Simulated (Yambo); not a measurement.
Yambo run on CsH (CsCl type, space group Pm-3m, No. 221). The wavefunctions come from this Quantum ESPRESSO step (PBEsol, PseudoDojo standard norm-conserving files, fully relativistic):

```
&CONTROL
  calculation = 'nscf'
  pseudo_dir = './pseudo'
  outdir = './out'
/
&SYSTEM
  ibrav = 0
  nat = 2
  ntyp = 2
  ecutwfc = 72.0
  ecutrho = 288.0
  occupations = 'fixed'
  force_symmorphic = .true.
  nbnd = 196
  noncolin = .true.
  lspinorb = .true.
/
&ELECTRONS
  conv_thr = 2e-09
  diago_full_acc = .true.
  diago_thr_init = 1e-08
/
ATOMIC_SPECIES
H 1.0080 H.upf
Cs 132.9055 Cs.upf
CELL_PARAMETERS angstrom
  3.818410000000   0.000000000000   0.000000000000
  0.000000000000   3.818410000000   0.000000000000
  0.000000000000   0.000000000000   3.818410000000
ATOMIC_POSITIONS crystal
H   0.500000000000   0.500000000000   0.500000000000
Cs   0.000000000000   0.000000000000   0.000000000000
K_POINTS automatic
4 4 4 0 0 0
```

Yambo input:

```
rim_cut
gw0
dyson
el_el_corr
HF_and_locXC
ppa
em1d
RandQpts= 1000000
RandGvec= 1 Ry
EXXRLvcs= 72 Ry
VXCRLvcs= 288 Ry
Chimod= "HARTREE"
% BndsRnXp
 1 | 192 |
%
NGsBlkXp= 8 Ry
% LongDrXp
 1.0 | 1.0 | 1.0 |
%
PPAPntXp= 27.2114 eV
% GbndRnge
 1 | 192 |
%
GTermKind= "BG"
DysSolver= "n"
ExtendOut
% QPkrange
 1 | 1 | 10 | 11 |
 3 | 3 | 10 | 11 |
 6 | 6 | 10 | 11 |
 10 | 10 | 8 | 12 |
%
```

k points by index: 1 = Γ, 3 = X, 6 = M, 10 = R.

Table of the .qp output:

```
#    K-point    Band    Eo [eV]    E [eV]    E-Eo [eV]    Vxc [eV]    Vnlxc [eV]    Sc|Eo [eV]    Sc|E [eV]    dSc/dw|Eo [eV]    Re(Z)    Im(Z)
#
    1    10    -2.051428    -3.551551    -1.500122    -8.662926    -12.33126    1.760253    2.168215    -7.398870    0.786215    -0.002526
    1    11    3.239648    3.933282    0.693634    -8.297038    -3.829524    -3.634817    -3.773879    -5.454313    0.833024    -0.001317
    3    10    -0.253349    -1.694557    -1.441208    -10.06415    -13.28179    1.399288    1.776433    -7.120176    0.792602    -0.001634
    3    11    2.458555    3.002736    0.544182    -7.505185    -3.439126    -3.417831    -3.521877    -5.201554    0.839520    -0.001267
    6    10    -1.276435    -2.717075    -1.440640    -8.934981    -12.28656    1.529793    1.910940    -7.198209    0.790802    -0.002215
    6    11    4.304040    5.056448    0.752408    -8.469472    -3.774143    -3.788941    -3.942922    -5.567655    0.830143    -0.001412
    10    8    -8.394705    -10.21386    -1.819158    -12.38311    -16.94819    2.279164    2.745922    -6.981846    0.795812    -0.115166E-3
    10    9    -0.54379E-13    -1.402787    -1.402787    -9.791821    -12.85547    1.288181    1.660868    -7.228742    0.790104    -0.001637
    10    10    0.000000    -1.402786    -1.402786    -9.791821    -12.85547    1.288182    1.660868    -7.228742    0.790104    -0.001637
    10    11    2.571534    3.102902    0.531368    -7.648230    -3.721244    -3.292533    -3.395619    -5.277836    0.837549    -0.001271
    10    12    2.571534    3.105048    0.533513    -7.648230    -3.721268    -3.289946    -3.393449    -5.277884    0.837548    -0.001271
```
(The two width columns are left out.) Convergence of these settings isn't established.

Geometry of the Materials Project entry, not relaxed at this level.

The structure is a Materials Project entry; no match was found in the copy of COD used, and its stability was not checked.
